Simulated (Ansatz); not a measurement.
The elements of this relaxed trial crystal are hidden behind letters.

```
lattice vectors (Å)
   4.3355    0.0000    0.0000
  -2.1677    3.7546    0.0000
   0.0000    0.0000    4.1371
fractional positions
X 0.6667 0.3333 0.0000
X 0.3333 0.6667 0.0000
Z 0.0000 0.0000 0.0000
Z 0.0000 0.3278 0.5000
Z 0.6722 0.6722 0.5000
Z 0.3278 0.0000 0.5000
```

The calculation used DFT PBE, scalar-relativistic, plane waves, PAW in Ansatz 0.2.0. Plane waves to 420 eV, a 12×12×10 mesh through Γ for the 6-atom cell and 0.10 eV Gaussian smearing; collinear spin.

| Quantity | Value |
| --- | --- |
| Space group | P-62m (No. 189) |
| Conventional cell | a = 4.335 Å, c = 4.137 Å |
| Volume per atom | 11.22 Å³ |
| Density | 8.92 g/cm³ |
| Energy over the elements | +0.05 eV/atom |
| Gap on the 12×12×10 mesh of the 6-atom cell | 0 eV (a metal) |
| Net moment per atom | 0.29 μB |

Energies are uncorrected and count from the elements' standard states at the same level.

Question: X is a d-block element of period 4 and Z is a d-block element of period 4. Which elements are they?

Answer: X = Cu, Z = Ni, so the formula is CuNi2. Density times volume gives a mean mass of 8.92 × 11.22/1.6605 = 60.3 u per atom, and this set has 60.3 u. Among the elements that the hints allow, noble gases aside, only these give it. Cu has 3 Cu at 2.50 Å and 9 Ni at 2.50–2.53 Å; Ni on a site of symmetry -62m has 6 Cu at 2.50 Å and 6 Ni at 2.51 Å; around Ni on a site of symmetry m2m lie 8 Ni at 2.46–2.52 Å and 4 Cu at 2.53 Å.

Another magnetic order may lie lower. A later test with randomly moved atoms came back to the same energy, though modes that don't fit the test's cell weren't probed.
